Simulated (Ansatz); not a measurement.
P2W:
```yaml
crystal:
  lattice:
    - [4.24171, 1.59533, 0.00000]
    - [-4.24171, 1.59533, 0.00000]
    - [-3.65355, 0.00000, 6.51825]
  atoms:
    - { symbol: P, position: [0.13847, 0.86153, 0.02522] }
    - { symbol: P, position: [0.86153, 0.13847, 0.97478] }
    - { symbol: P, position: [0.60008, 0.39992, 0.40098] }
    - { symbol: P, position: [0.39992, 0.60008, 0.59902] }
    - { symbol: W, position: [0.84195, 0.15805, 0.29337] }
    - { symbol: W, position: [0.15805, 0.84195, 0.70663] }
```

Relaxed with r²SCAN.

Task: Give the Bader charges and basin volumes of the independent atoms, r²SCAN (plane waves, PAW; program Ansatz).

Result: 

| atom | Bader charge (e) | Bader volume (Å³) |
|---|---|---|
| P1 | -0.40 | 15.4 |
| P3 | -0.64 | 15.6 |
| W5 | +1.04 | 13.1 |

Space group C2/m. The workflow started from an entry of the Crystallography Open Database (COD), which files this formula under 2 space groups. Whether it is the stable phase at ambient conditions was not checked. The cell was relaxed with r²SCAN under the symmetry of its start; whether a distortion lowers the energy is not shown. No spin polarisation was allowed. Scalar-relativistic: spin–orbit coupling is off unless named, which matters more the heavier the elements.

Potentials: the later of the program's two PAW sets.
